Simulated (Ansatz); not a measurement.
ZrCu₅ (space group F-43m)

```yaml
crystal:
  lattice:
    - [0.00000, 3.35596, 3.35596]
    - [3.35596, 0.00000, 3.35596]
    - [3.35596, 3.35596, 0.00000]
  atoms:
    - { symbol: Zr, position: [0.00000, 0.00000, 0.00000] }
    - { symbol: Cu, position: [0.25000, 0.25000, 0.25000] }
    - { symbol: Cu, position: [0.62418, 0.62418, 0.62418] }
    - { symbol: Cu, position: [0.62418, 0.62418, 0.12746] }
    - { symbol: Cu, position: [0.62418, 0.12746, 0.62418] }
    - { symbol: Cu, position: [0.12746, 0.62418, 0.62418] }
```

The slice is a {110} plane (indices of the conventional cell) through the point (0.624, 0.624, 0.624) (fractional), spanned by u = [100] and v = [1 -1 -1] in vectors of this cell: u (4.75 Å) and v (6.71 Å, at 90° to u). It covers one period; positions are fractions (u, v).

Computed with LDA (plane waves to 420 eV, PAW, scalar-relativistic; Ansatz, a first-principles code). k mesh 12×12×12. Inside the PAW spheres the values are not all-electron values, and peaks at nuclei hang on which shells count as valence. ZrCu5 is run without spin polarisation. ZrCu5 was relaxed with its symmetry unable to fall.

Problem. What is the valence density on the shortest Cu–Cu line in this plane (2.36 Å), at its midpoint?

Solution. 0.39 e/Å³.

Problem. What is the ELF at the midpoint of the shortest Cu–Cu line in this plane (2.36 Å)?

Solution. 0.2.

Problem. Sketch the electrostatic potential energy of an electron, from the cell's mean on this plane as a map.

Solution. 
```tsv
v \ u	0.00	0.18	0.35	0.53	0.71	0.88
0.92	x	5.5	x	x	8.1	x
0.83	8.3	9.8	9.8	8.2	8.0	8.1
0.75	8.7	8.8	9.3	7.2	x	<4.0
0.67	4.1	10.4	10.6	<4.0	x	x
0.58	4.2	11.8	11.7	<4.0	x	x
0.50	8.3	x	x	7.0	x	<4.0
0.42	9.9	x	x	10.6	8.1	9.8
0.33	10.6	x	x	11.5	9.7	11.3
0.25	12.0	x	x	12.0	7.8	10.2
0.17	9.0	11.4	11.1	9.0	9.4	9.4
0.08	x	5.8	x	x	8.1	x
0.00	x	x	x	x	x	x
```

Values: electrostatic potential energy of an electron, from the cell's mean, in eV. Points within 1 Å of a nucleus are blanked (x), as the pseudised field means little there. Values under 4 eV are set to 4. The zero, the cell's mean, hangs on the PAW cores.
